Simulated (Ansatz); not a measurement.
A relaxed cell of CaGaC₄N₄ is given with its symmetry left out. The cell was found from a structure generator's guess, not taken from experiment.

Method: DFT PBE, scalar-relativistic, plane waves, PAW (Ansatz). Cutoff 420 eV, Γ-centred mesh, Gaussian smearing, no spin polarisation.

```xyz
10
Lattice="6.3429 0.0000 0.0000 0.0000 6.3429 0.0000 0.0000 0.0000 6.3429" Properties=species:S:1:pos:R:3 pbc="T T T"
Ca    3.1715    3.1715    3.1715
Ga    0.0000    0.0000    0.0000
C     1.1378    1.1378    1.1378
C     1.1378    5.2051    5.2051
C     5.2051    1.1378    5.2051
C     5.2051    5.2051    1.1378
N     1.8154    1.8154    1.8154
N     1.8154    4.5276    4.5276
N     4.5276    1.8154    4.5276
N     4.5276    4.5276    1.8154
```

The zero of energy is the elements' standard structures at the same level (N₂ as a molecule); no fitted shifts are applied.

**Question.** Find its symmetry and describe it.

**Answer.** P-43m (No. 215). Conventional cell: a = 6.343 Å. Ca is surrounded by 4 N at 2.35 Å; Ga has 4 C at 1.97 Å; around C lie 1 N at 1.17 Å and 1 Ga at 1.97 Å; N is surrounded by 1 C at 1.17 Å and 1 Ca at 2.35 Å.

**Question.** How far does it lie from the elements in energy?

**Answer.** +0.15 eV/atom. A positive value: parting into the elements would lower its energy.

**Question.** Is it a metal?

**Answer.** Yes, bands cross the Fermi level on the 6×6×6 mesh.

**Question.** From what recipe could a structure generator have reached it?

**Answer.** One such recipe: two interpenetrating cyanide-bridged diamond nets (P-43m, No. 215). Other recipes can lead to the same cell.

The last run used a 6×6×6 mesh for its 10-atom cell and Gaussian smearing of 0.10 eV. An odd number of electrons in the primitive cell allows no gap without spin; a larger cell or a magnetic state could open one. The cell is a metal run without spin; a magnetic state may lie lower. The reference form of C is held partly by dispersion forces, which this level lacks. A structure relaxed within its symmetry needn't be a true minimum.
